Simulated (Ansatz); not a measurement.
Given:

AgPd:
Space group R-3m, hexagonal axes (No. 166); a = b = 2.790 Å, c = 13.764 Å, α = β = 90.00°, γ = 120.00°

```json
[
 {"atom": "Ag", "site": "3a", "symmetry": "-3m", "x": "0.0000", "y": "0.0000", "z": "0.0000"},
 {"atom": "Pd", "site": "3b", "symmetry": "-3m", "x": "0.0000", "y": "0.0000", "z": "0.5000"}
]
```
(The calculation used a cell of 2 atoms; values per cell refer to that cell.)

This is the PBEsol-relaxed structure.

Problem. All from PBEsol in the plane-wave PAW code Ansatz, unless another level is named. Give the formation energy from the elements (no fitted shifts).

Solution. -0.060 eV/atom.

Problem. Next, the density of states at the Fermi level?

Solution. 0.51 states/eV per atom (mean over ±0.08 eV).

The workflow started from a Materials Project entry (that database holds measured and hypothetical structures alike); the Crystallography Open Database copy checked does not list it. With Ag and Pd taken as one species the cell has the higher symmetry Fm-3m, so it may be an ordered model of a mixed-site phase. Whether it is the stable phase at ambient conditions was not checked. The cell was relaxed with PBEsol under the symmetry of its start; whether a distortion lowers the energy is not shown. No spin polarisation was allowed. Axis ratios of metals converge slowly with the k-mesh, so a and c are less sure than the volume. The references are the lowest solids computed at this level, not always the standard phases. Spin–orbit coupling is left out wherever it is not named.

Potentials: the later of the program's two PAW sets.
